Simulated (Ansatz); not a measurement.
MgO:
```yaml
crystal:
  lattice:
    - [3.28881, 0.00000, 0.00000]
    - [-1.64441, 2.84819, 0.00000]
    - [0.00000, 0.00000, 5.03231]
  atoms:
    - { symbol: Mg, position: [0.33333, 0.66667, 0.00485] }
    - { symbol: Mg, position: [0.66667, 0.33333, 0.50485] }
    - { symbol: O, position: [0.33333, 0.66667, 0.39975] }
    - { symbol: O, position: [0.66667, 0.33333, 0.89975] }
```

Relaxed with r²SCAN. Special points in fractions of this cell's reciprocal vectors: Γ (0.000, 0.000, 0.000); M (0.500, 0.000, 0.000); K (0.333, 0.333, 0.000); A (0.000, 0.000, 0.500); L (0.500, 0.000, 0.500); H (0.333, 0.333, 0.500).

Question: List the band energies nearest the valence-band maximum at these points for r²SCAN in the plane-wave PAW code Ansatz.

Answer: In eV from the valence-band maximum; about four levels below and three above (degenerate sets whole), none deeper than 8.9 eV; … stands for higher levels left out; points with the same levels are listed once.

| k | below | above |
|---|---|---|
| Γ | -0.69 -0.69 -0.38 -0.38 0.00 | 4.22 9.46 … |
| M | -1.70 -1.22 -0.78 -0.47 | 8.60 8.85 … |
| K | -1.87 -1.87 -1.29 -1.16 -1.16 | 9.08 9.12 … |
| A | -0.54 -0.54 -0.54 -0.54 | 6.73 6.73 … |
| L | -0.86 -0.86 -0.70 -0.70 | 8.17 8.17 … |
| H | -2.06 -2.06 -0.37 -0.37 | 9.27 9.27 … |

Space group P6_3mc (wurtzite). The first step of the workflow began from a Materials Project structure, measured or hypothetical; the Crystallography Open Database copy checked does not list it. It is not the phase usual at ambient conditions (space group No. 225). The cell was relaxed with r²SCAN under the symmetry of its start; its stability against distortions is not shown here.

Potentials: the later of the program's two PAW sets.
